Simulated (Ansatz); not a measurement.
Ga4As3N, ordered on the zincblende lattice (R3m) with 8 atoms a cell, relaxed with r2SCAN. The symmetry is R3m (No. 160, trigonal); conventional cell a = 3.829 Å, c = 37.456 Å, 19.82 Å³ an atom. Around N lie 4 Ga at 1.94–2.27 Å; around As lie 4 Ga at 2.38–2.44 Å; around As lie 4 Ga at 2.39–2.44 Å; around As lie 4 Ga at 2.40–2.43 Å; around Ga lie 3 N at 2.27 Å and 1 As at 2.44 Å; around Ga lie 4 As at 2.38–2.44 Å; around Ga lie 4 As at 2.39–2.43 Å; around Ga lie 1 N at 1.94 Å and 3 As at 2.40 Å.

```cif
data_structure
_symmetry_space_group_name_H-M 'R3m:H'
_symmetry_Int_Tables_number 160
_cell_length_a 3.8293
_cell_length_b 3.8293
_cell_length_c 37.4559
_cell_angle_alpha 90.000
_cell_angle_beta 90.000
_cell_angle_gamma 120.000
_cell_volume 475.65
loop_
_atom_site_label
_atom_site_type_symbol
_atom_site_symmetry_multiplicity
_atom_site_Wyckoff_symbol
_atom_site_fract_x
_atom_site_fract_y
_atom_site_fract_z
_atom_site_occupancy
N1 N 3 a 0.66667 0.33333 0.33230 1
As1 As 3 a 0.66667 0.33333 0.07761 1
As2 As 3 a 0.33333 0.66667 0.16644 1
As3 As 3 a 0.00000 0.00000 0.25543 1
Ga1 Ga 3 a 0.66667 0.33333 0.01236 1
Ga2 Ga 3 a 0.33333 0.66667 0.10140 1
Ga3 Ga 3 a 0.00000 0.00000 0.19069 1
Ga4 Ga 3 a 0.66667 0.33333 0.28043 1
```

The questions ask for values computed with Ansatz on this geometry. Note: simulated data, non-magnetic, for a generated structure that need not be the stable one.

Given (8×8×8 mesh): r2SCAN gives no gap: the lowest nominally empty band dips 0.15 eV below the top of the last filled one (its bottom at Γ–S₀ (0.20 of the way from Γ), the top at Γ), so the cell is a metal or semimetal at this level.

Question: What does PBE give for the gap (8×8×8 mesh)?

Answer: With PBE the bands overlap by 0.27 eV (counted from 1, band 51 peaks at Γ and band 52 bottoms out at Γ–S₀ (0.20 of the way from Γ)): no gap.

Question: Estimate the gap with PBE+SOC on 8×8×8.

Answer: With PBE+SOC the bands overlap by 0.19 eV (counted from 1, band 102 peaks at Γ and band 103 bottoms out at Γ–S₀ (0.20 of the way from Γ)): no gap. Spin-orbit coupling itself accounts for +0.086 eV.

Question: What do these levels agree on?

Answer: No level opens a gap, but no hybrid is among them, and semilocal functionals can close a real gap.

Only the levels marked +SOC include spin-orbit coupling.

Where an edge lies off the special points, it is a point of the mesh or the k point where a search put PBE's edge or least direct gap, reused for the other functionals, whose own edges may lie a little apart; PBE's own value is read along its path and can be a few hundredths of an eV high.
